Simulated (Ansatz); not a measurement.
PbAu2 (cubic Laves (MgCu2 type), Fd-3m) under volume change, plane-wave PAW LDA (Ansatz code), scaled uniformly.

```csv
V (Å³/atom),E − E(relaxed) (meV/atom),P (GPa)
18.539,74.2,14.36
19.151,30.7,8.61
19.762,7.2,3.88
20.373,0.0,0.00
20.984,6.3,-3.20
21.595,23.7,-5.84
22.207,50.2,-8.01
```

Task: What does a third-order Birch–Murnaghan fit give for V₀, B₀ and B′?

Result: V₀ = 20.37 Å³/atom, B₀ = 118 GPa, B′ = 5.5.

The workflow started from a Materials Project entry (that database holds measured and hypothetical structures alike); the Crystallography Open Database files this formula in space group No. 227, but the cells were not matched. Whether it is the stable phase at ambient conditions was not checked. The LDA relaxation kept the symmetry of its start; phonons show weakly imaginary modes. Spin–orbit coupling is left out wherever it is not named.

Potentials: the later of the program's two PAW sets.
